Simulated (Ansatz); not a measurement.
MgI$_{2}$ (CdI2 type, space group No. 164) at seven volumes, DFT-LDA in the program Ansatz with PAW potentials, shape and atoms relaxed at each. One row is withheld.

```json
[
 {"V (Å³/atom)": "29.199", "P (GPa)": "2.54"},
 {"V (Å³/atom)": "30.162", "P (GPa)": "1.46"},
 {"V (Å³/atom)": "31.124", "P (GPa)": "0.63"},
 {"V (Å³/atom)": "32.087", "P (GPa)": "0.00"},
 {"V (Å³/atom)": "33.050", "P (GPa)": "-0.47"},
 {"V (Å³/atom)": "34.012", "P (GPa)": "?"},
 {"V (Å³/atom)": "34.975", "P (GPa)": "-0.81"}
]
```

Task: Fit the shown pressures and predict the withheld one.

Result: P = (3/2)B₀(x^(7/2) − x^(5/2))[1 + (3/4)(B′ − 4)(x − 1)] with x = (V₀/V)^(2/3). Least squares on the six rows gives V₀ = 32.091 Å³/atom, B₀ = 16.6 GPa, B′ = 11.29. At V = 34.012, x = 0.9620 and P = -0.68 GPa. The run itself gave -0.71 GPa.

Space group P-3m1 (CdI2 type). Symmetry was held in the LDA relaxation; phonons on a q-mesh show no instability. A crystal of weakly bound layers computed without a dispersion correction: the cell and the soft elastic constants depend strongly on that. Spin–orbit coupling is left out wherever it is not named.

Potentials: the later of the program's two PAW sets.
